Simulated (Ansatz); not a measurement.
# Data sheet: InBi (DFT)

InBi:
```
CELL_PARAMETERS angstrom
      0.00000     3.36052     3.36052
      3.36052     0.00000     3.36052
      3.36052     3.36052     0.00000
ATOMIC_POSITIONS crystal
  In 0.00000 0.00000 0.00000
  Bi 0.75000 0.75000 0.75000
```

Space group F-43m (No. 216), zinc blende; conventional cell a = 6.721 Å, b = 6.721 Å, c = 6.721 Å, α = 90.00°, β = 90.00°, γ = 90.00°.

Method: PBEsol (plane waves, PAW; program Ansatz). Structure relaxed to zero pressure with the same functional. Other levels are named where they apply.

### Cell and energy

- Volume per atom: 37.95 Å³
- Density: 7.08 g/cm³
- Formation energy from the elements (no fitted shifts): 0.053 eV/atom

### Electronic structure

- Electronic character = metallic (no gap)
- Density of states at the Fermi level = 0.05 states/eV per atom (mean over ±0.08 eV)
- Gap with spin–orbit coupling = none (metallic)

### Mechanics

- Bulk modulus (Birch–Murnaghan fit) = 35.7 GPa
- Pressure derivative B′ = 4.8
- Elastic constants (relaxed ions, GPa) = C11 = 48.0, C12 = 29.5, C44 = 18.6
- Mechanical stability = stable (all eigenvalues of C positive)
- Hill bulk and shear moduli = 35.7 and 14.1 GPa
- Young's modulus = 37.3 GPa
- Poisson's ratio = 0.33
- Debye temperature from the elastic constants = 140 K

### Phonons

Highest zone-centre frequency: 4.22 THz
Zone-centre stability: no imaginary mode at Γ

The workflow started from a Materials Project entry (that database holds measured and hypothetical structures alike); the Crystallography Open Database copy checked does not list it. COD files the formula under space group No. 129, so this cell is another polymorph or a model. With In and Bi taken as one species the cell has the higher symmetry Fd-3m, so it may be an ordered model of a mixed-site phase. Whether it is the stable phase at ambient conditions was not checked. The cell was relaxed with PBEsol under the symmetry of its start. As this level gives no gap, shear constants depend on the k-mesh and smearing (Fermi–Dirac, 0.1 eV here). As this level gives no gap, phonon frequencies hold no LO–TO term and depend on the k-mesh and smearing (Fermi–Dirac, 0.1 eV here). The references are the lowest solids computed at this level, not always the standard phases. Spin–orbit coupling is left out wherever it is not named.

Potentials: the later of the program's two PAW sets.
